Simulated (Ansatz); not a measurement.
TiAl:
```yaml
crystal:
  lattice:
    - [2.82186, 0.00000, 0.00000]
    - [0.00000, 2.82186, 0.00000]
    - [0.00000, 0.00000, 4.07733]
  atoms:
    - { symbol: Al, position: [0.50000, 0.50000, 0.50000] }
    - { symbol: Ti, position: [0.00000, 0.00000, 0.00000] }
```

Relaxed with PBE.

**Question.** List the phonon frequencies at the special points (DFPT on a 5×5×3 q-mesh, Fourier-interpolated; the program Ansatz at the PBE level (PAW)).

**Answer.** In cm⁻¹; no LO–TO term at Γ, as the run had none.

```
q              frequencies
-  -----------------------
Γ        0 0 0 261 261 301
X  146 213 217 264 289 300
M  273 273 282 301 320 320
Z  172 177 177 210 210 286
R  156 158 208 218 318 326
A  155 269 269 295 295 306
```

Space group P4/mmm (L1₀ or tetragonal B2). The PBE relaxation kept the symmetry of its start; phonons on a q-mesh show no instability. No spin polarisation was allowed. As this level gives no gap, phonon frequencies hold no LO–TO term and depend on the k-mesh and smearing (Fermi–Dirac, 0.1 eV here).

Potentials: the later of the program's two PAW sets.
